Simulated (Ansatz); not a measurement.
Nb3Au:
```cif
data_Au2Nb6
_chemical_formula_sum 'Nb6 Au2'
_space_group_name_H-M_alt 'Cmmm'
_space_group_IT_number 65
_space_group_name_Hall '-C 2 2'
_cell_length_a 3.48064
_cell_length_b 4.38152
_cell_length_c 9.29545
_cell_angle_alpha 90.000
_cell_angle_beta 90.000
_cell_angle_gamma 90.000
loop_
_atom_site_label
_atom_site_type_symbol
_atom_site_symmetry_multiplicity
_atom_site_Wyckoff_symbol
_atom_site_fract_x
_atom_site_fract_y
_atom_site_fract_z
_atom_site_occupancy
Nb1 Nb 4 l 0.00000 0.50000 0.24814 1
Nb2 Nb 2 d 0.50000 0.50000 0.50000 1
Au1 Au 2 a 0.00000 0.00000 0.00000 1
```
(The calculation used a cell of 4 atoms; values per cell refer to that cell.)

Relaxed at zero pressure with r²SCAN (plane waves, PAW; program Ansatz).

### Question
The volume is raised by 9 % and shape and atoms relax at that volume. What pressure results, and how do the axes share the change?

### Answer
-12.8 GPa; a 3.1 %, b 3.2 %, c 2.5 %; the energy rises by 69 meV/atom.

### Question
Give the new structure.

### Answer

Space group Cmmm (No. 65); a = 3.588 Å, b = 4.522 Å, c = 9.524 Å, α = β = γ = 90.00°

| atom | site | symmetry | x | y | z |
|---|---|---|---|---|---|
| Nb | 4l | mm2 | 0.0000 | 0.5000 | 0.2491 |
| Nb | 2d | mmm | 0.5000 | 0.5000 | 0.5000 |
| Au | 2a | mmm | 0.0000 | 0.0000 | 0.0000 |

The phase is kept; no other phase was compared at this pressure.

The workflow started from a Materials Project entry (that database holds measured and hypothetical structures alike); the Crystallography Open Database copy checked does not list it. COD files the formula under space group No. 223. With Nb and Au taken as one species the cell has the higher symmetry I4/mmm, so it may be an ordered model of a mixed-site phase. Its standing as an ambient phase is unchecked. The cell was relaxed with r²SCAN under the symmetry of its start; whether a distortion lowers the energy is not shown. The run is not spin-polarised. Axis ratios of metals converge slowly with the k-mesh, so a and c are less sure than the volume. Scalar-relativistic: spin–orbit coupling is off unless named, which matters more the heavier the elements.

Potentials: the later of the program's two PAW sets.
